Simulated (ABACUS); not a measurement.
Parameter sweep on TiGe2 (Fddd, 6 atoms in the cell; from Materials Project mp-567889)

```xyz
6
Lattice="0.0000 4.3090 4.3796 2.5122 0.0000 4.3796 2.5122 4.3090 0.0000" Properties=species:S:1:pos:R:3 pbc="T T T"
Ti     3.7684     6.4635     6.5694
Ti     2.5122     4.3090     4.3796
Ge     1.2561     0.7121     2.1898
Ge     1.2561     3.5969     2.1898
Ge     2.5122     1.4424     4.3796
Ge     2.5122     7.1756     4.3796
```

Base run A: LDA (PW92), PseudoDojo 0.4 standard norm-conserving LDA (tails mended) pseudopotentials (ABACUS), self-consistent single point.

Its settings: KPT = Gamma 4 4 4 0 0 0; basis_type = pw; dft_functional = PWLDA; ecutwfc = 84 Ry; smearing_method = mv; smearing_sigma = 0.00734986 Ry; potentials = PseudoDojo 0.4 standard norm-conserving LDA (tails mended); symmetry = 1; symmetry_prec = 1e-05; ks_solver = dav_subspace; scf_nmax = 100; scf_thr = 1.0e-09 Ry; mixing_type = pulay; mixing_beta = 0.4.

The structure comes from a collection of computed structures, made at another level of theory; the collection holds predicted forms beside known ones. No clean gap shows at this smearing width and mesh (spacing up to 0.40 Å⁻¹); the mesh is coarse for partly filled bands, so the values carry mesh errors.

ΔF is the free energy per atom less that of run A. 

```json
[
 {"run": "A", "change": "base", "ΔF (meV/atom)": "0.00", "pressure (GPa)": "-5.81", "largest force (eV/Å)": "0.137"},
 {"run": "B", "change": "volume scaled by 0.94", "ΔF (meV/atom)": "-12.4", "pressure (GPa)": "2.05", "largest force (eV/Å)": "0.133"},
 {"run": "C", "change": "volume scaled by 0.96", "ΔF (meV/atom)": "-13.5", "pressure (GPa)": "-0.88", "largest force (eV/Å)": "0.133"},
 {"run": "D", "change": "volume scaled by 0.98", "ΔF (meV/atom)": "-9.2", "pressure (GPa)": "-3.48", "largest force (eV/Å)": "0.135"},
 {"run": "E", "change": "volume scaled by 0.99", "ΔF (meV/atom)": "-5.2", "pressure (GPa)": "-4.68", "largest force (eV/Å)": "0.136"},
 {"run": "F", "change": "volume scaled by 1.01", "ΔF (meV/atom)": "6.2", "pressure (GPa)": "-6.87", "largest force (eV/Å)": "0.137"},
 {"run": "G", "change": "volume scaled by 1.02", "ΔF (meV/atom)": "13.5", "pressure (GPa)": "-7.88", "largest force (eV/Å)": "0.138"},
 {"run": "H", "change": "volume scaled by 1.04", "ΔF (meV/atom)": "30.9", "pressure (GPa)": "-9.72", "largest force (eV/Å)": "0.139"},
 {"run": "I", "change": "volume scaled by 1.06", "ΔF (meV/atom)": "51.7", "pressure (GPa)": "-11.36", "largest force (eV/Å)": "0.142"}
]
```

Run C against A: The free energy falls by 13.5 meV/atom, the pressure goes from -5.81 to -0.88 GPa and the largest force moves little (0.137 to 0.133 eV/Å).

Run I against A: The free energy goes up by 51.7 meV/atom, the pressure goes from -5.81 to -11.36 GPa and the largest force goes from 0.137 to 0.142 eV/Å.

Small differences between rows can be mesh errors.

“Tails mended”: in these copies of the files the far tail of each local potential was reset to the Coulomb form.
